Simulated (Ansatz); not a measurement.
BePd (CsCl type, space group No. 221) under volume change, the program Ansatz at the PBEsol level (PAW), scaled uniformly.

| V (Å³/atom) | E − E(relaxed) (meV/atom) | P (GPa) |
|---|---|---|
| 9.961 | 63.1 | 22.37 |
| 10.289 | 26.4 | 13.64 |
| 10.618 | 6.3 | 6.26 |
| 10.946 | 0.0 | 0.02 |
| 11.274 | ? | ? |
| 11.603 | 21.0 | -9.70 |
| 11.931 | ? | ? |

Q: Some entries are withheld; supply them.

A: 
- 11.274, E − E(relaxed) (meV/atom): 5.5
- 11.274, P (GPa): -5.25
- 11.931, E − E(relaxed) (meV/atom): 44.8
- 11.931, P (GPa): -13.46

Q: What does a third-order Birch–Murnaghan fit give for V₀, B₀ and B′?

A: V₀ = 10.95 Å³/atom, B₀ = 191 GPa, B′ = 4.6.

Space group Pm-3m (CsCl type). The workflow started from an entry of the Crystallography Open Database (COD). Its standing as an ambient phase is unchecked. Symmetry was held in the PBEsol relaxation; of distortions, only those at the zone centre were tested. No spin polarisation was allowed.

Potentials: the later of the program's two PAW sets.
